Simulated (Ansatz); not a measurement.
RuN$_{2}$ in space group Pnnm (No. 58; Ru on 2a, N on 4g) at seven volumes, DFT-PBEsol in the program Ansatz with PAW potentials, shape and atoms relaxed at each. One row is withheld.

| V (Å³/atom) | P (GPa) |
|---|---|
| 8.000 | 38.65 |
| 8.263 | 23.40 |
| 8.527 | 10.64 |
| 8.791 | 0.00 |
| 9.055 | -8.87 |
| 9.318 | -16.22 |
| 9.582 | ? |

### Question
Fit the shown pressures and predict the withheld one.

### Answer
Third-order Birch–Murnaghan: P = (3/2)B₀(x^(7/2) − x^(5/2))[1 + (3/4)(B′ − 4)(x − 1)] with x = (V₀/V)^(2/3). Least squares on the six rows gives V₀ = 8.791 Å³/atom, B₀ = 322.9 GPa, B′ = 5.05. At V = 9.582, x = 0.9442 and P = -22.39 GPa. The run itself gave -22.25 GPa.

The workflow started from a Materials Project entry (that database holds measured and hypothetical structures alike); the Crystallography Open Database copy checked does not list it. Its standing as an ambient phase is unchecked. Symmetry was held in the PBEsol relaxation; its stability against distortions is not shown here. The run is not spin-polarised. Its formation energy is positive at this level, so the cell may be metastable or incomplete.

Potentials: the later of the program's two PAW sets.
